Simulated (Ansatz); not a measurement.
CsPbCl3 (cubic perovskite)

```
CELL_PARAMETERS angstrom
      5.61876     0.00000     0.00000
      0.00000     5.61876     0.00000
      0.00000     0.00000     5.61876
ATOMIC_POSITIONS crystal
  Cs 0.00000 0.00000 0.00000
  Pb 0.50000 0.50000 0.50000
  Cl 0.00000 0.50000 0.50000
  Cl 0.50000 0.50000 0.00000
  Cl 0.50000 0.00000 0.50000
```

The slice is a {100} plane (indices of the conventional cell) through the point (0.500, 0.500, 0.500) (fractional), spanned by u = [100] and v = [010] in vectors of this cell: u (5.62 Å) and v (5.62 Å, at 90° to u). It covers one period; positions are fractions (u, v).

Calculation: PBEsol (plane waves to 420 eV, PAW, scalar-relativistic; Ansatz, a program for electronic structure). k mesh 6×6×6. Inside the PAW spheres the values are not all-electron values, and peaks at nuclei hang on which shells count as valence. CsPbCl3 was relaxed with its symmetry unable to fall. Spin-orbit coupling is left out, though Pb is heavy. The PAW data are Ansatz's earlier set. This is a high-temperature form of CsPbCl3.

**Question.** What is the valence density on the shortest Pb–Cl line in this plane (2.81 Å), at its midpoint?

**Answer.** 0.26 e/Å³.

**Question.** What is the ELF at the midpoint of the shortest Pb–Cl line in this plane (2.81 Å)?

**Answer.** 0.21.

**Question.** Predict the map of the electrostatic potential energy of an electron, from the cell's mean on the slice.

**Answer.** 
```
|xxxxxxxx003344xxxxxxxxxxxxxx443300xxxxxx|
|xxxxxx0000556622xxxxxxxxxx2266550000xxxx|
|xxxx00003366776633xxxxxx33667766330000xx|
|0000003366778888886666668888887766330000|
|3333556677889999999999999999998877665533|
|3344667788999999999999999999999988776644|
|xxxx2266889999999999999999999999886622xx|
|xxxxxx338899999999999999999999998833xxxx|
|xxxxxxxx66999999999999999999999966xxxxxx|
|xxxxxxxx66999999999999999999999966xxxxxx|
|xxxxxxxx66999999999999999999999966xxxxxx|
|xxxxxx338899999999999999999999998833xxxx|
|xxxx2266889999999999999999999999886622xx|
|3344667788999999999999999999999988776644|
|3333556677889999999999999999998877665533|
|0000003366778888886666668888887766330000|
|xxxx00003366776633xxxxxx33667766330000xx|
|xxxxxx0000556622xxxxxxxxxx2266550000xxxx|
|xxxxxxxx003344xxxxxxxxxxxxxx443300xxxxxx|
|xxxxxxxx003333xxxxxxxxxxxxxx333300xxxxxx|
```
Scale: ten equal steps from -3.00 (start of '0') to 5.61 (end of '9'), in the order '0123456789'. Values: electrostatic potential energy of an electron, from the cell's mean, in eV. The map has 20 points along u (two characters each, u = 0 at the left) and 20 along v (v = 0 in the bottom row). Points within 1 Å of a nucleus are blanked (x), as the pseudised field means little there. Values under -3 eV are set to -3. The zero, the cell's mean, hangs on the PAW cores.
